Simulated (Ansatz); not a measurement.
## K₂CO₃: 41K NMR of the central transition

Cell: a computed structure from the Materials Project (it need not be an observed phase), ions relaxed with PBE at fixed cell.

```cif
data_K2CO3
_symmetry_space_group_name_H-M 'P6_3/mmc'
_symmetry_Int_Tables_number 194
_cell_length_a 5.7421
_cell_length_b 5.7421
_cell_length_c 6.8159
_cell_angle_alpha 90.000
_cell_angle_beta 90.000
_cell_angle_gamma 120.000
loop_
_atom_site_label
_atom_site_type_symbol
_atom_site_symmetry_multiplicity
_atom_site_Wyckoff_symbol
_atom_site_fract_x
_atom_site_fract_y
_atom_site_fract_z
K1 K 2 c 0.6667 0.3333 0.7500
K3 K 2 a 0.0000 0.0000 0.5000
C C 2 d 0.3333 0.6667 0.7500
O O 6 h 0.5943 0.7972 0.7500
```

One atom of each set is listed.

Computed with Ansatz: DFT, PBE, plane waves and PAW, scalar-relativistic, 420 eV cutoff, Γ-centred 5×5×4 k-points, Fermi–Dirac smearing 0.02 eV.

41K has I = 3/2 and Q = 73.40 mb (Pyykkö 2018); at 16.4 T its Larmor frequency is ν₀ = 17.9 MHz. Only the quadrupole interaction is simulated: positions count from each site's isotropic chemical shift, and shift anisotropy, dipolar and J coupling are left out, though they dominate static lines narrower than about 10 kHz.

Simulated pattern of one K site (static powder, Gaussian broadening 20 kHz):

```csv
offset (kHz),height
-301.4,1
-285.8,30
-270.3,100
-254.7,79
-239.1,56
-223.6,46
-208.0,41
-192.4,37
-176.9,35
-161.3,33
-145.7,31
-130.2,30
-114.6,30
-99.0,29
-83.5,28
-67.9,28
-52.3,28
-36.8,27
-21.2,27
-5.6,26
9.9,22
25.5,22
41.1,23
56.6,25
72.2,26
87.8,29
103.3,33
118.9,39
134.5,56
150.0,71
165.6,21
181.2,1
```

(1) Which |C_Q| and η does the pattern imply?

## Answers

(1) The pattern spans 429 kHz before broadening and its centre of gravity is at -82.5 kHz, which fixes P_Q; the places of the horns and steps fix η. That gives P_Q = 7.68 MHz, |C_Q| = 7.68 MHz and η = 0.00, the values that the calculation gives site K1 (6 O at 2.89 Å). The other sites have |C_Q| = 0.875 MHz. The sign of C_Q can't be read from the pattern.

An axis of threefold or higher order runs through K1, so V_zz lies along it and η is zero.

With ν_Q/ν₀ up to 0.21, terms beyond second order are no longer negligible.
